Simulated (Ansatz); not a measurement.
ZnSe (zinc blende, space group No. 216), the program Ansatz at the r²SCAN level (PAW): ε∞ = 6.41, cell volume 45.46 Å³. Infrared-active transverse modes:

| ω_TO (cm⁻¹) | oscillator strength S_xx (e²/amu) |
|---|---|
| 204.4 | 0.1181 |

Problem. Compute the static dielectric constant.

Solution. Each mode adds (4.921e7/V) S/ω²: 3.06. So ε0 = 9.47.

Problem. What LO frequency does the Lyddane–Sachs–Teller relation give?

Solution. ω_LO = ω_TO √(ε0/ε∞) = 248 cm⁻¹.

Space group F-43m (zinc blende). Symmetry was held in the r²SCAN relaxation; phonons on a q-mesh show no instability. Scalar-relativistic: spin–orbit coupling is off unless named, which matters more the heavier the elements.

Potentials: the later of the program's two PAW sets.
